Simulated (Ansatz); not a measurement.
SiC (zinc blende, F-43m) at seven volumes, DFT-PBEsol in the program Ansatz with PAW potentials, scaled uniformly. One row is withheld.

| V (Å³/atom) | P (GPa) |
|---|---|
| 9.407 | 25.07 |
| 9.717 | ? |
| 10.027 | 7.17 |
| 10.337 | 0.01 |
| 10.647 | -6.18 |
| 10.958 | -11.52 |
| 11.268 | -16.12 |

Task: Fit the shown pressures and predict the withheld one.

Result: P = (3/2)B₀(x^(7/2) − x^(5/2))[1 + (3/4)(B′ − 4)(x − 1)] with x = (V₀/V)^(2/3). Least squares on the six rows gives V₀ = 10.337 Å³/atom, B₀ = 221 GPa, B′ = 3.89. At V = 9.717, x = 1.0421 and P = 15.42 GPa. The run itself gave 15.46 GPa.

The cell was relaxed with PBEsol under the symmetry of its start.

Potentials: the later of the program's two PAW sets.
